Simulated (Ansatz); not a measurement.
One crystal and one scan (frozen-phonon scan) at two levels, PBE (plane waves to 420 eV, PAW, scalar-relativistic; Ansatz, a first-principles code) and r2SCAN (plane waves to 500 eV, PAW, scalar-relativistic; Ansatz), each from its own relaxed cell and on its own mesh. The cell shown is that of PBE.

Starting cell, AlN (zinc blende):

```xyz
4
Lattice="0.0000 4.4032 4.4032 2.2016 2.2016 4.4032 2.2016 2.2016 0.0000" Properties=species:S:1:pos:R:3 pbc="T T T"
N      3.3024     7.7056     7.7056
N      3.3024     5.5040     5.5040
Al     0.0000     0.0000     0.0000
Al     2.2016     4.4032     6.6048
```

A phonon eigenvector at X = (0.5, 0.5, 0.0) is frozen into this cell: atom i moves by Q times the vector below, so Q is the largest atomic displacement, in Å. The cell is held. (q is in reciprocal vectors of the primitive cell; the cell shown is doubled to hold the pattern.)

| atom | x | y | z |
|---|---|---|---|
| N1 | 0.000 | 0.000 | 1.000 |
| N2 | 0.000 | 0.000 | -1.000 |

Atoms not listed stay in place.

AlN was relaxed with its symmetry unable to fall. Percentages come from the unrounded values. Both scans cover Q from -0.180 to 0.180 Å.

```
quantity                                                                                    PBE  r2SCAN     PBE − r2SCAN
----------------------------------------------------------------------------------------  -----  ------  ---------------
Lattice constant a (Å)                                                                    4.403   4.370  +0.033 (+0.8 %)
Band gap of the relaxed cell, no spin-orbit coupling (eV)                                  3.31    3.94    -0.63 (-16 %)
Energy at Q = 0.180 Å (meV/cell)                                                            797     875     -78 (-8.9 %)
Harmonic wavenumber from the curvature (finite differences) (cm⁻¹ (negative: imaginary))    695     728     -33 (-4.6 %)
```

PBE gives the higher value for: lattice constant a. PBE gives the lower value for: band gap of the relaxed cell, no spin-orbit coupling; energy at Q = 0.180 Å; harmonic wavenumber from the curvature. Both give the same space group of the distorted cell: P-4m2 (No. 115), lowered from F-43m.

ΔE (meV/cell), each from the undisplaced structure of its own level:

| Q (Å) | PBE | r2SCAN |
|---|---|---|
| -0.180 | 797 | 875 |
| -0.150 | 555 | 610 |
| -0.120 | 356 | 391 |
| -0.090 | 201 | 220 |
| -0.060 | 89 | 98 |
| -0.030 | 22 | 25 |
| 0.000 | 0 | 0 |
| 0.030 | 22 | 25 |
| 0.060 | 89 | 98 |
| 0.090 | 201 | 220 |
| 0.120 | 356 | 391 |
| 0.150 | 555 | 610 |
| 0.180 | 797 | 875 |

(A displaced cell: forces are minus the slopes of the energy, force constants its curvatures, and phonons follow from these.)
